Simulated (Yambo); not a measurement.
Yambo run on Ca2Si (space group Pnma, No. 62). The wavefunctions are norm-conserving PBEsol (Quantum ESPRESSO, 68 Ry, no spin-orbit coupling) ones on a 2×2×1 mesh (48 occupied bands); a = 7.605 Å, b = 4.832 Å, c = 9.022 Å, α = 90.00°, β = 90.00°, γ = 90.00°.

Yambo input:

```
gw0
dyson
el_el_corr
HF_and_locXC
ppa
em1d
EXXRLvcs= 68 Ry
VXCRLvcs= 272 Ry
Chimod= "HARTREE"
% BndsRnXp
 9 | 349 |
%
NGsBlkXp= 6 Ry
% LongDrXp
 1.0 | 1.0 | 1.0 |
%
PPAPntXp= 27.2114 eV
% GbndRnge
 1 | 349 |
%
GTermKind= "BG"
DysSolver= "n"
ExtendOut
% QPkrange
 1 | 1 | 48 | 49 |
%
```

k points by index: 1 = Γ.

Resulting energies as the program prints them:

```
#    K-point    Band    Eo [eV]    E [eV]    E-Eo [eV]    Vxc [eV]    Vnlxc [eV]    Sc|Eo [eV]    Sc|E [eV]    dSc/dw|Eo [eV]    Re(Z)    Im(Z)
#
    1    48    0.000000    -0.092726    -0.092726    -10.43524    -10.95675    0.398360    0.428792    -8.922759    0.753060    -0.002143
    1    49    0.230232    0.578644    0.348412    -9.696982    -5.227512    -4.014100    -4.121058    -8.348908    0.765213    -0.002057
```
(The two width columns are left out.) Convergence of these settings isn't established.

Geometry of the Materials Project entry, not relaxed at this level.

The structure is a Materials Project entry; no match was found in the copy of COD used, and its stability was not checked.
